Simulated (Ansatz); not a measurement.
## Diamond alloy of Si and Sn (12 of 64 Si sites exchanged), 64 atoms

Ansatz, PAW, plane waves. PBEsol relaxation of volume and atoms (shape held) at the single k point (½, ½, ½); single points on the relaxed atoms at the Γ point alone, onto which points of the small cell's zone fold. Arrangement: random. No spin–orbit coupling unless named.

Relaxed structure:

```
Si Sn
1.0
    11.28091    0.00000    0.00000
     0.00000   11.28091    0.00000
     0.00000    0.00000   11.28091
Si Sn
52 12
Direct
  0.00355 0.00239 0.00172
  0.00394 0.99936 0.51585
  0.00565 0.50655 0.99400
  0.99714 0.49825 0.49441
  0.50204 0.50216 0.00170
  0.49232 0.50873 0.50634
  0.12621 0.12457 0.12267
  0.12270 0.12511 0.63251
  0.12715 0.62246 0.12298
  0.12502 0.61947 0.61026
  0.62490 0.13726 0.11731
  0.62783 0.14091 0.63091
  0.62264 0.62714 0.12552
  0.62466 0.62398 0.62762
  0.23951 0.25979 0.00763
  0.24157 0.25696 0.50782
  0.25144 0.74943 0.00503
  0.25749 0.74002 0.50320
  0.74582 0.24953 0.98983
  0.75313 0.26030 0.51721
  0.75031 0.74096 0.99961
  0.75043 0.74223 0.49721
  0.37125 0.38314 0.12138
  0.38046 0.37303 0.61799
  0.36903 0.86182 0.13511
  0.36763 0.86079 0.63768
  0.87903 0.38039 0.63236
  0.88210 0.86413 0.11100
  0.87092 0.87315 0.61096
  0.24598 0.99652 0.23286
  0.24149 0.99258 0.74558
  0.25101 0.50198 0.25232
  0.74963 0.51720 0.25002
  0.74948 0.50033 0.75187
  0.37452 0.62217 0.37651
  0.38236 0.63103 0.88563
  0.88302 0.12957 0.88266
  0.87529 0.62501 0.37356
  0.86798 0.61617 0.88071
  0.02039 0.25128 0.25258
  0.99983 0.25059 0.75536
  0.99452 0.73929 0.24061
  0.49881 0.25885 0.23078
  0.50630 0.26496 0.74196
  0.49531 0.74057 0.25271
  0.50072 0.74336 0.75407
  0.12849 0.37947 0.37736
  0.11586 0.37112 0.88240
  0.13128 0.88105 0.88425
  0.62436 0.38008 0.87238
  0.62327 0.85336 0.37400
  0.62872 0.85463 0.87453
  0.50133 0.98822 0.00346
  0.50340 0.99238 0.50880
  0.87788 0.37750 0.12572
  0.25204 0.49746 0.75394
  0.74778 0.99255 0.24311
  0.75213 0.99953 0.75328
  0.36674 0.13196 0.36401
  0.36755 0.13559 0.86581
  0.88402 0.13289 0.38635
  0.99865 0.74874 0.74996
  0.12430 0.87132 0.37413
  0.62332 0.38191 0.37599
```

(1) What are the mean bond lengths by pair (pairs within 1.2 times the sum of covalent radii, less contacts 15 % beyond the pair's median; cation–cation pairs of compounds aside; long ionic contacts are cut short by that bound)?

(2) What gap lies between the top filled and the lowest empty level in the single points?

## Answers

(1) Si–Si 2.381 ± 0.029 Å (standard deviation, 83 bonds); Si–Sn 2.554 ± 0.021 Å (standard deviation, 42 bonds); Sn–Sn 2.736 ± 0.005 Å (standard deviation, 3 bonds).

(2) HSE06 0.97 eV (4 min on 7 threads of Neoverse-V2). An indirect band minimum needn't fold onto Γ of this cell; where it doesn't, these gaps are too wide.
